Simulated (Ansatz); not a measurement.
CdSe (zinc blende)

```yaml
crystal:
  lattice:
    - [0.00000, 3.06683, 3.06683]
    - [3.06683, 0.00000, 3.06683]
    - [3.06683, 3.06683, 0.00000]
  atoms:
    - { symbol: Se, position: [0.25000, 0.25000, 0.25000] }
    - { symbol: Cd, position: [0.00000, 0.00000, 0.00000] }
```

The slice is a {100} plane (indices of the conventional cell) through the point (0.000, 0.000, 0.000) (fractional), spanned by u = [100] and v = [0 1 -1] in vectors of this cell: u (4.34 Å) and v (4.34 Å, at 90° to u). It covers one period; positions are fractions (u, v).

Level of theory: r2SCAN (plane waves to 500 eV, PAW, scalar-relativistic; Ansatz, a program for electronic structure). k mesh 9×9×9. Inside the PAW spheres the values are not all-electron values, and peaks at nuclei hang on which shells count as valence. CdSe was relaxed with its symmetry unable to fall.

Question: Predict the map of the density of the highest valence band (whole band, smooth part) on the slice.

Answer: 
```
|..:-====++*#%%@@@@@%%#*++====-:.|
|:::::--==+*##%%@@@%%##*+==--::::|
|=-:..:--=++*###%%%###*++=--:..:-|
|==:..::-==++***###***++==-::..:=|
|==-:::---===+++++++++===---:::-=|
|==--:-------=========-------:--=|
|===---------------------------==|
|++===---:::::::::::::::::---===+|
|*+++==--:::...........:::--==+++|
|***++=--::.............::--=++**|
|###*+=--:....       ....:--=+*##|
|%%##*+=-:...         ...:-=+*##%|
|@%%#*+=-:..           ..:-=+*#%%|
|@@%#*+=-:..           ..:-=+*#%@|
|@@@%#+=-:..           ..:-=+#%@@|
|@@@%#+=-:..           ..:-=+#%@@|
|@@@%#+=-:..           ..:-=+#%@@|
|@@%#*+=-:..           ..:-=+*#%@|
|@%%#*+=-:..           ..:-=+*#%%|
|%%##*+=-:...         ...:-=+*##%|
|###*+=--:....       ....:--=+*##|
|***++=--::.............::--=++**|
|*+++==--:::...........:::--==+++|
|++===---:::::::::::::::::---===+|
|===---------------------------==|
|==--:-------=========-------:--=|
|==-:::---===+++++++++===---:::-=|
|==:..::-==++***###***++==-::..:=|
|=-:..:--=++*###%%%###*++=--:..:-|
|:::::--==+*##%%@@@%%##*+==--::::|
|..:-====++*#%%@@@@@%%#*++====-:.|
| .:=====+**#%@@@@@@@%#**+=====:.|
```
Scale: ten equal steps from 0.001 (start of ' ') to 0.033 (end of '@'), in the order ' .:-=+*#%@'. Values: density of the highest valence band (whole band, smooth part) in e/Å³. The map has 32 points along u (one character each, u = 0 at the left) and 32 along v (v = 0 in the bottom row).
